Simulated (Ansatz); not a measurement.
## Calculated coordination and 2H quadrupole coupling for BaH5ClO3

Cell: a Materials Project structure (computed, not necessarily an observed phase).

Space group P4/nmm:1 (No. 129); a = 4.5602, c = 11.6867 Å.

| site | Wyckoff | site symmetry | x | y | z |
| --- | --- | --- | --- | --- | --- |
| Ba | 2c | 4mm | 0.0000 | 0.5000 | 0.8209 |
| H3 | 8i | .m. | 0.1815 | 0.0000 | 0.6305 |
| H11 | 2c | 4mm | 0.5000 | 0.0000 | 0.4912 |
| Cl | 2c | 4mm | 0.5000 | 0.0000 | 0.9065 |
| O15 | 4f | 2mm. | 0.0000 | 0.0000 | 0.6817 |
| O19 | 2c | 4mm | 0.5000 | 0.0000 | 0.5742 |

One atom of each set is listed.

Method: Kohn–Sham DFT in Ansatz, PBE, plane waves and PAW, scalar-relativistic, 420 eV cutoff, Γ-centred 5×5×2 k-points, Fermi–Dirac smearing 0.02 eV.

Q(2H) = 2.858 mb.

Q: Rank these H sites by |C_Q|, smallest first.
A. H3: 1 O at 1.02 Å; also 1 O at 1.59 Å
B. H11: 1 O at 0.97 Å

A: A (0.154 MHz, η = 0.12), B (0.307 MHz, η = 0.00).

An axis of threefold or higher order runs through H11, so V_zz lies along it and η is zero. At H3 V_zz points along its bond to O (within 1°). Like point charges on the first shell alone (each adding as 1/d³) would give the same order.

The lattice is static: at room temperature water may turn and average the couplings of its hydrogen.
